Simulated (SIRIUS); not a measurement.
Set-up for a self-consistent single point of ZnCd₃S₄ (Cm, 8 atoms in the cell; from Materials Project mp-1078780, changed as shown).

```
ZnCd3S4
1.0
    5.75955     0.00000     0.00000
    0.00000     5.75955     0.00000
    0.00000     0.00000     5.75955
Zn Cd S
1 3 4
Direct
  0.00000   0.00000   0.00000
  0.00000   0.50000   0.50000
  0.50000   0.00000   0.50000
  0.50000   0.50000   0.00000
  0.76361   0.76361   0.23639
  0.78965   0.23639   0.76361
  0.23639   0.23639   0.23639
  0.23639   0.76361   0.76361
```

All values come from this method and carry its errors: PBEsol, GBRV PBEsol ultrasoft pseudopotentials (plane waves; SIRIUS).

SIRIUS settings:

```
key                                                                      value
--------------------------------------  --------------------------------------
parameters.ngridk                                                        5 5 5
parameters.xc_functionals                 [XC_GGA_X_PBE_SOL, XC_GGA_C_PBE_SOL]
parameters.gk_cutoff                                              6.325 1/bohr
parameters.pw_cutoff                                             14.143 1/bohr
parameters.smearing                                                   gaussian
parameters.smearing_width                                       0.000734986 Ha
potentials                              GBRV PBEsol ultrasoft pseudopotentials
parameters.electronic_structure_method                         pseudopotential
parameters.num_bands                                                        48
parameters.num_mag_dims                                                      0
parameters.num_dft_iter                                                    100
parameters.energy_tol                                                 1e-07 Ha
parameters.density_tol                                                   1e-06
mixer.type                                                            anderson
mixer.beta                                                                 0.7
mixer.use_hartree                                                        false
```

Problem. Estimate, at this level of theory: pressure and largest force (vector length).

Solution. The run gave:

| Item | Result |
|---|---|
| Pressure | -1.55 GPa |
| Largest force (vector length) | 1.107 eV/Å |

For comparison: a first run was changed to give this one (atom 6 moved by +0.15 angstrom along x), and from it to this one the free energy rises by 10.6 meV/atom, the pressure goes from -1.68 to -1.55 GPa and the largest force goes from 0.038 to 1.107 eV/Å.

Forces above 1 eV/Å remain at this geometry. The structure comes from a collection of computed structures, made at another level of theory; the collection holds predicted forms beside known ones.

Cost on one core: very roughly 6 core-minutes.
